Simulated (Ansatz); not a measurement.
Values for one crystal, relaxed and computed with the program Ansatz at the PBEsol level (PAW); other levels are named.

* **Volume per atom**: 12.84 Å³
* **Electronic character**: metallic (no gap)
* **Pressure derivative B′**: 5.0
* **Bulk modulus (Birch–Murnaghan fit)**: 269 GPa
* **Density of states at the Fermi level**: 0.40 states/eV per atom (mean over ±0.08 eV)
* **Formation energy from the elements (no fitted shifts)**: -0.27 eV/atom

Pick the material that matches.
A. MnIr, L1₀ or tetragonal B2
B. FeNi, L1₀ or tetragonal B2
C. NbIr, rock salt
D. AgAu, L1₀ or tetragonal B2

A, MnIr, L1₀ or tetragonal B2

Space group P4/mmm (L1₀ or tetragonal B2). The start of the workflow was typed in or built on a structure type; the Crystallography Open Database files this formula in space group No. 123, but the cells were not matched. Its standing as an ambient phase is unchecked. The PBEsol relaxation kept the symmetry of its start, as lowered by the spin order; whether a distortion lowers the energy is not shown. Spin order of the final state: antiferromagnetic, chosen from 5 collinear starts compared on coarse meshes (ties went to the first, and starts can fall back to one state), not a proven ground state. The references are the lowest solids computed at this level, not always the standard phases. Scalar-relativistic: spin–orbit coupling is off unless named, which matters more the heavier the elements.

Potentials: the earlier of the program's two PAW sets. The files were generated under PBE; for other functionals the program regenerates the frozen cores, and for LDA and PBEsol the local potential too.
